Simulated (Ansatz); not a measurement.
Theory: Ansatz 0.2.0, DFT r2SCAN, scalar-relativistic, plane waves, PAW.

Structure of Ti$_{3}$O$_{4}$:

```
CELL_PARAMETERS angstrom
-2.06218 2.06218 4.07907
2.06218 -2.06218 4.07907
2.06218 2.06218 -4.07907
ATOMIC_POSITIONS crystal
Ti 0.25000 0.75000 0.50000
Ti 0.50000 0.50000 0.00000
Ti 0.75000 0.25000 0.50000
O 0.00000 0.50000 0.50000
O 0.24440 0.24440 0.00000
O 0.50000 0.00000 0.50000
O 0.75560 0.75560 0.00000
```

Settings: cutoff 500 eV, Γ-centred mesh 12×12×12 on the computed 7-atom cell, Gaussian smearing of 0.10 eV; no spin polarisation.

Levels along Γ–X–P–N–Γ–M–S | S0–Γ | X–R | G–M, in eV from the Fermi level, sorted by energy at each point. Points in fractions of the primitive reciprocal vectors: Γ (0.000 0.000 0.000), X (0.000 0.000 0.500), P (0.250 0.250 0.250), N (0.000 0.500 0.000), M (0.500 0.500 -0.500), S (0.314 0.686 -0.314), S0 (-0.314 0.314 0.314), R (-0.128 0.128 0.500), G (0.500 0.500 -0.128).
```
point k (1/Å, with 2π) band 27  band 28  band 29  band 30  band 31  band 32  band 33
    Γ             0.000    -4.31    -4.31    -2.81    -0.66    -0.66     0.48     0.49
    -             0.154    -4.50    -4.38    -2.58    -0.62    -0.61     0.50     0.51
    -             0.308    -4.85    -4.51    -2.00    -0.51    -0.46     0.60     0.64
    -             0.462    -5.11    -4.55    -1.25    -0.32    -0.24     0.78     0.87
    -             0.616    -5.41    -4.43    -0.43    -0.06     0.04     1.03     1.13
    -             0.769    -5.68    -4.23     0.25     0.34     0.35     1.30     1.38
    -             0.923    -5.74    -4.05     0.57     0.62     0.96     1.21     1.25
    X             1.077    -5.75    -3.98     0.79     0.79     1.03     1.13     1.22
    -             1.132    -5.73    -3.98     0.79     0.80     1.02     1.12     1.22
    -             1.187    -5.67    -3.98     0.81     0.83     1.01     1.11     1.24
    -             1.242    -5.58    -3.99     0.84     0.88     0.99     1.09     1.25
    -             1.297    -5.50    -3.99     0.88     0.94     0.98     1.07     1.26
    -             1.352    -5.42    -4.00     0.93     0.98     1.02     1.05     1.27
    -             1.407    -5.38    -4.00     0.99     0.99     1.02     1.11     1.25
    P             1.462    -5.36    -4.00     1.00     1.00     1.02     1.19     1.21
    -             1.571    -5.34    -4.03     0.64     0.96     1.10     1.15     1.22
    -             1.680    -5.30    -4.13     0.20     0.86     1.02     1.03     1.12
    -             1.789    -5.25    -4.28    -0.23     0.74     0.84     0.85     0.97
    -             1.898    -5.24    -4.43    -0.61     0.57     0.64     0.70     0.84
    -             2.006    -5.33    -4.50    -0.90     0.42     0.49     0.58     0.76
    -             2.115    -5.50    -4.50    -1.09     0.34     0.40     0.52     0.71
    N             2.224    -5.59    -4.50    -1.15     0.31     0.37     0.51     0.69
    -             2.346    -5.41    -4.51    -1.13    -0.11     0.32     0.53     0.91
    -             2.468    -5.15    -4.55    -1.08    -0.69     0.25     0.34     1.07
    -             2.590    -4.90    -4.61    -1.31    -0.96    -0.02     0.38     0.87
    -             2.712    -4.67    -4.63    -1.86    -0.86    -0.25     0.41     0.67
    -             2.834    -4.57    -4.49    -2.34    -0.76    -0.45     0.44     0.54
    -             2.956    -4.41    -4.36    -2.69    -0.69    -0.60     0.46     0.49
    Γ             3.078    -4.31    -4.31    -2.81    -0.66    -0.66     0.48     0.49
    -             3.188    -4.35    -4.35    -2.80    -0.69    -0.69     0.44     0.44
    -             3.298    -4.45    -4.45    -2.76    -0.85    -0.85     0.39     0.42
    -             3.408    -4.57    -4.57    -2.70    -1.18    -1.18     0.29     0.57
    -             3.518    -4.69    -4.69    -2.63    -1.61    -1.61     0.18     0.83
    -             3.628    -4.76    -4.76    -2.56    -2.02    -2.02     0.08     1.03
    -             3.738    -4.78    -4.78    -2.51    -2.34    -2.34     0.01     1.07
    M             3.848    -4.77    -4.77    -2.50    -2.46    -2.46    -0.02     1.08
    -             3.929    -4.79    -4.77    -2.46    -2.42    -2.39     0.01     1.14
    -             4.010    -4.86    -4.78    -2.42    -2.25    -2.21     0.12     1.28
    -             4.091    -4.97    -4.78    -2.36    -1.99    -1.93     0.27     1.42
    -             4.172    -5.08    -4.79    -2.28    -1.65    -1.59     0.46     1.37
    -             4.253    -5.19    -4.79    -2.19    -1.27    -1.20     0.66     1.30
    -             4.334    -5.25    -4.78    -2.07    -0.86    -0.79     0.82     1.23
    S             4.415    -5.25    -4.78    -1.95    -0.45    -0.38     0.89     1.17
   S0             4.415    -5.25    -4.78    -1.95    -0.45    -0.38     0.89     1.17
    -             4.551    -5.19    -4.79    -1.70     0.24     0.27     0.58     1.03
    -             4.688    -5.06    -4.81    -1.45    -0.03     0.82     0.86     0.87
    -             4.825    -4.89    -4.83    -1.20    -0.74     0.63     0.73     1.11
    -             4.961    -4.82    -4.70    -1.46    -0.98     0.16     0.61     0.86
    -             5.098    -4.70    -4.51    -2.12    -0.80    -0.26     0.52     0.65
    -             5.234    -4.45    -4.37    -2.62    -0.69    -0.55     0.47     0.52
    Γ             5.371    -4.31    -4.31    -2.81    -0.66    -0.66     0.48     0.49
    X             5.371    -5.75    -3.98     0.79     0.79     1.03     1.13     1.22
    -             5.410    -5.75    -3.98     0.73     0.75     1.08     1.16     1.22
    -             5.450    -5.75    -3.99     0.61     0.66     1.18     1.23     1.23
    -             5.489    -5.74    -4.01     0.48     0.54     1.17     1.24     1.27
    -             5.529    -5.73    -4.04     0.33     0.41     1.06     1.26     1.37
    -             5.568    -5.72    -4.07     0.18     0.27     0.93     1.28     1.46
    -             5.607    -5.70    -4.11     0.03     0.13     0.79     1.31     1.53
    R             5.646    -5.68    -4.16    -0.13    -0.02     0.62     1.34     1.56
    G             5.646    -5.68    -4.16    -0.13    -0.02     0.62     1.34     1.56
    -             5.761    -5.60    -4.30    -0.60    -0.47     0.07     1.38     1.45
    -             5.876    -5.49    -4.45    -1.07    -0.94    -0.51     1.11     1.50
    -             5.990    -5.34    -4.59    -1.50    -1.39    -1.08     0.81     1.48
    -             6.105    -5.16    -4.69    -1.89    -1.80    -1.61     0.51     1.45
    -             6.219    -4.97    -4.74    -2.19    -2.15    -2.05     0.24     1.43
    -             6.334    -4.82    -4.76    -2.39    -2.39    -2.35     0.05     1.20
    M             6.448    -4.77    -4.77    -2.50    -2.46    -2.46    -0.02     1.08
```

Spin polarisation was left out, and a magnetic state may lie lower.

Cost: 1 run of about 3.7 core-minutes, on Arm Neoverse V2 (shared hosts).